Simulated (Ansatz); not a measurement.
MgH₂ (rutile)

```yaml
crystal:
  lattice:
    - [4.51729, 0.00000, 0.00000]
    - [0.00000, 4.51729, 0.00000]
    - [0.00000, 0.00000, 3.01286]
  atoms:
    - { symbol: Mg, position: [0.00000, 0.00000, 0.00000] }
    - { symbol: Mg, position: [0.50000, 0.50000, 0.50000] }
    - { symbol: H, position: [0.30441, 0.30441, 0.00000] }
    - { symbol: H, position: [0.80441, 0.19559, 0.50000] }
    - { symbol: H, position: [0.19559, 0.80441, 0.50000] }
    - { symbol: H, position: [0.69559, 0.69559, 0.00000] }
```

Scan: atom 5 (H, nearest neighbour Mg at 1.945 Å; its periodic images, 3.0 Å or more away, move with it) is displaced along Cartesian x, direction (1.000, 0.000, 0.000) in Cartesian axes, by s. The other atoms stay.

Method: PBE (plane waves to 420 eV, PAW, scalar-relativistic; Ansatz, a first-principles code). k mesh 6×6×9 (Γ-centred), Fermi-Dirac smearing 0.05 eV. Energies are smeared free energies. Compression counts positive. MgH2 was relaxed with its symmetry unable to fall. The zero of ΔE is the undisplaced structure.

Q: Predict the ΔE (meV/cell) and P (GPa) at s (Å) = -0.464, -0.232, -0.116, 0.232, 0.348, 0.580.

A: 
| s (Å) | ΔE (meV/cell) | P (GPa) |
|---|---|---|
| -0.464 | 324 | 1.18 |
| -0.232 | 89 | 0.42 |
| -0.116 | 23 | 0.14 |
| 0.232 | 101 | 0.20 |
| 0.348 | 232 | 0.59 |
| 0.580 | 658 | 1.91 |

(A displaced cell: forces are minus the slopes of the energy, force constants its curvatures, and phonons follow from these.)
